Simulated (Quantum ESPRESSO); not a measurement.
Ga4NFO4, convergence and cost over cutoff and k mesh

Computed values, not a measurement. The program is pw.x of Quantum ESPRESSO 7.5 (plane-wave density functional theory). The cell is made up: 10 atoms on a corundum lattice, with randomly drawn elements, strain and displacements, not relaxed. PseudoDojo standard norm-conserving files (v0.5 for PBE, v0.4.1 for LDA and PBEsol) set the functional; there is no spin polarisation, spin-orbit coupling or dispersion term, and the masses in the input are unused placeholders.

Input of the run in row 2:

```
&control calculation='scf', pseudo_dir='./dojo.nc.sr.pbe.v0_5.standard.upf', outdir='./o', disk_io='low', tprnfor=.true., tstress=.true. /
&system ibrav=0, nat=10, ntyp=4, nbnd=50, ecutwfc=84.00895049, nosym=.true., tot_charge=0,
 occupations='smearing', smearing='fd', degauss=0.0018374661
/
&electrons conv_thr=7.350e-09, electron_maxstep=60, /
ATOMIC_SPECIES
F 1.0 F.upf
Ga 1.0 Ga.upf
N 1.0 N.upf
O 1.0 O.upf
CELL_PARAMETERS angstrom
2.4646 1.3936 4.4474
-2.5702 1.4736 4.4805
0.0165 -2.8504 4.4586
ATOMIC_POSITIONS angstrom
Ga -0.0954 -0.0104 4.6738
Ga 0.0158 -0.0154 2.0165
Ga -0.0727 0.0433 8.6426
Ga -0.0713 -0.0039 11.3789
N -1.0348 1.4557 7.7903
F -0.79 -1.5377 7.7821
O 1.6727 0.0918 7.7051
O 0.9872 -1.4234 5.5296
O 0.6716 1.5525 5.5339
O -1.7924 -0.0478 5.6058
K_POINTS automatic
5 5 5 1 1 1
```

The same cell was run at these settings. Meshes are shifted by half a step, and differences are from the last row, which is itself not exact.

```
cutoff (eV)     k mesh  k points solved  threshold (eV)  free energy less the last row's (eV)  pressure (GPa)  largest stress difference (GPa)  largest force difference (eV/Å)  iterations  wall time (s)  k-point pools          processor
        800  2 x 2 x 2                4           1e-04                                 4.355          -49.56                            67.07                            0.045           9             15              4  Intel Xeon, older
       1143  5 x 5 x 5               63           1e-07                                 0.003           17.32                             0.01                            0.001          12            204              4  Intel Xeon, older
       1437  7 x 7 x 7              172           1e-07                                 0.000           17.32                             0.00                            0.000          12            996              4  Intel Xeon, older
```

Each pool is one process. Wall times include start-up and a band step at six k points, which weighs most on the coarsest meshes. The runs were on shared virtual cores whose load varied, so times are rough.